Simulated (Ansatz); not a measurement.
**From the elastic tensor of TaN at 22 GPa (stress–strain coefficients) to moduli and sound speeds**

All numbers below come from DFT LDA, scalar-relativistic, plane waves, PAW in Ansatz 0.2.0. Settings: 420 eV plane-wave cutoff, Γ-centred 16×16×16 mesh, Fermi-Dirac smearing of 0.15 eV. No spin polarisation.

Symmetry: Fm-3m, No. 225, cubic system. The conventional cell has a = 4.274 Å, b = 4.274 Å, c = 4.274 Å, α = 90.00°, β = 90.00°, γ = 90.00°. Ta (site symmetry m-3m) has 6 N at 2.14 Å as nearest neighbours. Around N (site symmetry m-3m) lie 6 Ta at 2.14 Å.

In a metal, frequencies and elastic constants depend on the k mesh and the smearing, soft modes and shear constants most. Spin–orbit coupling is left out, which can shift energies with elements as heavy as these. Other phases may be more stable at this pressure.

Relaxed-ion constants (GPa, on the Cartesian axes of the calculation):
C11 = 1038.3, C12 = 183.4, C13 = 183.4, C22 = 1038.3, C23 = 183.4, C33 = 1038.3, C44 = 69.6, C55 = 69.6, C66 = 69.6 GPa; the others vanish.

Density 16.584 g/cm³; 2 atoms in 19.52 Å³.

The values that follow are for a polycrystal of randomly turned grains, by Hill's mean where one number stands. In a crystal this anisotropic the Voigt and Reuss bounds lie far apart, so Hill's mean and the sound speeds and Debye temperature from it are rough.

With S = C⁻¹: B_V = (C11+C22+C33+2(C12+C13+C23))/9, G_V = (C11+C22+C33−C12−C13−C23+3(C44+C55+C66))/15, 1/B_R = S11+S22+S33+2(S12+S13+S23), 15/G_R = 4(S11+S22+S33−S12−S13−S23)+3(S44+S55+S66); Hill is their mean. Then v_l = √((B+4G/3)/ρ), v_t = √(G/ρ), v_m = [(2/v_t³+1/v_l³)/3]^(−1/3) and Θ = (ħ/k_B)·v_m·(6π²n/V)^(1/3) for n atoms in the volume V; E = 9BG/(3B+G), ν = (3B−2G)/(2(3B+G)) and A^U = 5G_V/G_R + B_V/B_R − 6.

| Property | Result |
| --- | --- |
| Bulk modulus, Voigt / Reuss / Hill | 468.4 / 468.4 / 468.4 GPa |
| Shear modulus, Voigt / Reuss / Hill | 212.7 / 104.6 / 158.7 GPa |
| Young's modulus | 428 GPa |
| Poisson ratio | 0.348 |
| Pugh ratio B/G | 2.95 |
| Universal anisotropy index | 5.17 |
| Longitudinal and transverse sound speeds | 6403 and 3093 m/s |
| Debye temperature from the mean sound speed | 484 K |

This rock-salt form isn't the usual stable structure of the compound at low pressure.

Cost: 1 run of about 1.1 core-minutes, on Intel Xeon Platinum 8259CL (Skylake/Cascade Lake) (shared hosts).